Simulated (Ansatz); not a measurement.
Input and command of a calculation in Ansatz (plane waves; scalar-relativistic PAW potentials unless the input names others):

```yaml
crystal:
  lattice:
    - [-2.2533930201, 2.2533930201, 5.5184057723]
    - [2.2533930201, -2.2533930201, 5.5184057723]
    - [2.2533930201, 2.2533930201, -5.5184057723]
  atoms:
    - { symbol: In, position: [0.0, 0.0, 0.0] }
    - { symbol: Sb, position: [0.5, 0.5, 0.0] }
    - { symbol: Sb, position: [0.25, 0.75, 0.5] }
    - { symbol: Sb, position: [0.75, 0.25, 0.5] }
kpoints:
  mp_grid: { grid: [14, 14, 14] }
hamiltonian:
  xc: r2scan
scf:
  occupations: { method: gaussian, width: 0.1 }
  algorithm: density_mixing
output:
  forces: true
  eigenvalues: true
  stress: true
```

```bash
ansatz run input.yaml --threads 1 --pin off --max-ram 2560MiB --backend cpu --events-out ev --progress --plain --runs-dir out
```

Abridged log:
```
Basis set: ecut = 500 eV, 2865 PW (Γ), exchange–correlation on 192×192×192 points (64 copies of the dense FFT grid, shifted against one another)
Bands: 35, of which v1, the nominal top of the filled ones, is band 29 counted from 1 (28 counted from 0)
Symmetry: 16 space group operations
k-points: 244 of 2744
SCF iter   1: F=—  HF=-25108.046384 eV  |F-HF|=—  |Δ(HF+E_count)|=         —  Δρ=5.68e-3  dr2=2.35e-2  dr2_τ=1.28e-3  ethr=1.77e-3  ⟨swp⟩=7.7  Hψ=37306  notcnv=0
SCF iter   2: F=—  HF=-25108.068126 eV  |F-HF|=—  |Δ(HF+E_count)|=   2.17e-2  Δρ=2.81e-3  dr2=7.46e-3  dr2_τ=1.35e-4  ethr=4.05e-5  ⟨swp⟩=2.0  Hψ=14371  notcnv=0  defer=185
SCF iter   3: F=—  HF=-25108.070134 eV  |F-HF|=—  |Δ(HF+E_count)|=   2.01e-3  Δρ=8.83e-4  dr2=1.09e-3  dr2_τ=2.21e-5  ethr=1.29e-5  ⟨swp⟩=2.0  Hψ=10350  notcnv=0  defer=185
SCF iter   4: F=—  HF=-25108.070578 eV  |F-HF|=—  |Δ(HF+E_count)|=   4.45e-4  Δρ=2.94e-4  dr2=1.04e-4  dr2_τ=1.57e-6  ethr=1.88e-6  ⟨swp⟩=2.0  Hψ=11639  notcnv=0  defer=185
SCF iter   5: F=—  HF=-25108.070616 eV  |F-HF|=—  |Δ(HF+E_count)|=   3.73e-5  Δρ=7.63e-5  dr2=1.18e-5  dr2_τ=9.88e-8  ethr=1.79e-7  ⟨swp⟩=2.0  Hψ=11761  notcnv=0  defer=185
SCF iter   6: F=—  HF=-25108.070583 eV  |F-HF|=—  |Δ(HF+E_count)|=   3.24e-5  Δρ=2.14e-5  dr2=6.26e-7  dr2_τ=5.59e-9  ethr=2.04e-8  ⟨swp⟩=2.0  Hψ=11726  notcnv=0  defer=185
SCF iter   7: F=-25108.070583 eV  HF=-25108.070583 eV  |F-HF|=3.33e-8  |Δ(HF+E_count)|=   1.93e-7  Δρ=7.70e-6  dr2=9.05e-8  dr2_τ=1.13e-9  ethr=1.72e-10  ⟨swp⟩=10.0  Hψ=41530  notcnv=0
SCF 1 converged in 7 iterations: F = -25108.070583 eV  dr2 = 9.05e-8
SCF converged after 7 iterations
Free energy (F): -25108.070583 eV
Harris-Foulkes:  -25108.070583 eV  (|F-HF|=3.33e-8)
Internal energy: -25108.059383 eV  (E = F + TS)
E sigma→0 (E₀):  -25108.064983 eV
Entropy (-TS):   -0.011201 eV (-2.800 meV/atom)
Fermi energy:    10.494300 eV
--- Forces (eV/Å), atoms counted from 1 ---
  atom   1  In     0.00000000     0.00000000     0.00000000
  atom   2  Sb     0.00000000     0.00000000     0.00000000
  atom   3  Sb     0.00000000     0.00000000     0.00000000
  atom   4  Sb     0.00000000     0.00000000     0.00000000
--- Stress (GPa, compression-positive) ---
       -1.372566       0.000000       0.000000
        0.000000      -1.372566       0.000000
        0.000000       0.000000       0.386225
  P = ⅓ Tr σ = -0.7863 GPa (-7.863 kbar)
```

Apart from outputs, empty bands and the relaxation, which only the reference makes, the input differs from a reference run on usual settings in hamiltonian.xc: "pbe" → "r2scan"; scf.algorithm: not typed → "density_mixing"; basis.ecutwfc: 420 → not typed. The reference, at the same geometry, ended its own course with pressure 0.01 GPa, largest force 0.000 eV/Å, no gap on the mesh. This run converged in 7 SCF iterations with a total energy on another zero, pressure -0.79 GPa, largest force 0.000 eV/Å, no gap on the mesh.

It took 48 s on 1 thread of Intel(R) Xeon(R) 6975P-C (Granite Rapids) (shared host), peak memory 1.4 GiB.